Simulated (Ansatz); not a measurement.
BaSi2: computed property card

BaSi₂:
```
BaSi2
1.0
    4.03488     0.00000     0.00000
   -2.01744     3.49431     0.00000
    0.00000     0.00000     5.20310
Ba Si
1 2
Cartesian
  0.00000   0.00000   0.00000
  2.01744   1.16477   2.91253
  0.00000   2.32954   2.29056
```

Space group P-3m1 (No. 164); conventional cell a = b = 4.035 Å, c = 5.203 Å, α = β = 90.00°, γ = 120.00°.

Method: PBEsol in the plane-wave PAW code Ansatz. Geometry: relaxed at this level of theory. Other levels are named where they apply.

Cell and energy:

* **Volume per atom**: 24.45 Å³
* **Density**: 4.38 g/cm³
* **Formation energy from the elements (no fitted shifts)**: -0.44 eV/atom

Electronic structure:

* **Electronic character**: metallic (no gap)
* **Density of states at the Fermi level**: 0.34 states/eV per atom (mean over ±0.08 eV)
* **Gap with spin–orbit coupling**: none (metallic)

Mechanics:

Bulk modulus (Birch–Murnaghan fit): 55.7 GPa
Pressure derivative B′: 4.5

Charges:

- Bader charges: Ba +1.02, Si -0.51 e

The workflow started from a Materials Project entry (that database holds measured and hypothetical structures alike); the Crystallography Open Database copy checked does not list it. COD files the formula under space group No. 62, 191, so this cell is another polymorph or a model. Its standing as an ambient phase is unchecked. Symmetry was held in the PBEsol relaxation; its stability against distortions is not shown here. The references are the lowest solids computed at this level, not always the standard phases. Scalar-relativistic: spin–orbit coupling is off unless named, which matters more the heavier the elements.

Potentials: the later of the program's two PAW sets.
